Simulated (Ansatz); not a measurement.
All numbers below come from DFT PBE, scalar-relativistic, plane waves, PAW in Ansatz 0.2.0. Cutoff 420 eV, Γ-centred meshes of about 0.25 Å⁻¹ or finer for metals and 0.3 Å⁻¹ for insulators (2π included), Gaussian smearing. No spin polarisation.

These are static total energies at zero pressure.

Compare these two cells of NaTa3O3, each relaxed at this level.

A.

```cif
data_structure
_symmetry_space_group_name_H-M 'Pm-3m'
_symmetry_Int_Tables_number 221
_cell_length_a 4.3636
_cell_length_b 4.3636
_cell_length_c 4.3636
_cell_angle_alpha 90.000
_cell_angle_beta 90.000
_cell_angle_gamma 90.000
_cell_volume 83.09
loop_
_atom_site_label
_atom_site_type_symbol
_atom_site_symmetry_multiplicity
_atom_site_Wyckoff_symbol
_atom_site_fract_x
_atom_site_fract_y
_atom_site_fract_z
_atom_site_occupancy
Na1 Na 1 b 0.50000 0.50000 0.50000 1
Ta1 Ta 3 d 0.00000 0.50000 0.00000 1
O1 O 3 c 0.50000 0.00000 0.50000 1
```

B.

```cif
data_structure
_symmetry_space_group_name_H-M 'P3m1'
_symmetry_Int_Tables_number 156
_cell_length_a 2.9263
_cell_length_b 2.9263
_cell_length_c 11.8479
_cell_angle_alpha 90.000
_cell_angle_beta 90.000
_cell_angle_gamma 120.000
_cell_volume 87.87
loop_
_atom_site_label
_atom_site_type_symbol
_atom_site_symmetry_multiplicity
_atom_site_Wyckoff_symbol
_atom_site_fract_x
_atom_site_fract_y
_atom_site_fract_z
_atom_site_occupancy
Na1 Na 1 a 0.00000 0.00000 0.99501 1
Ta1 Ta 1 c 0.66667 0.33333 0.45922 1
Ta2 Ta 1 a 0.00000 0.00000 0.73486 1
Ta3 Ta 1 a 0.00000 0.00000 0.24676 1
O1 O 1 b 0.33333 0.66667 0.62104 1
O2 O 1 b 0.33333 0.66667 0.84659 1
O3 O 1 c 0.66667 0.33333 0.13052 1
```

Task: Which form is favoured at zero pressure, and by what margin per atom?

Result: B is lower, by 138 meV/atom. A has space group Pm-3m (No. 221), 11.9 Å³/atom and no gap on its mesh; B has space group P3m1 (No. 156), 12.6 Å³/atom and no gap. Counting O atoms around Na and Ta (those within 1.25 times the shortest such distance or 1.15 times the sum of covalent radii; a slash parts the counts of unlike sites), A has Na 6, Ta 4 and B has Na 6, Ta 3/6. The lower one is the more open, so pressure narrows the difference. Both come from trial cells of a structure search, whose lowest cell (Cm, 12.9 Å³/atom) lies 113 meV/atom below the lower of the two.

These runs have no spin–orbit coupling, which can matter for Ta. Trial moments fell under 0.15 μB along the way in Pm-3m and P3m1; another start might hold them. With atoms moved at random, B (by 113 meV/atom) fell into a lower structure. A had no clear such test and can be a saddle point. Some candidate types were left out of the draw beforehand, so a known form may be missing.
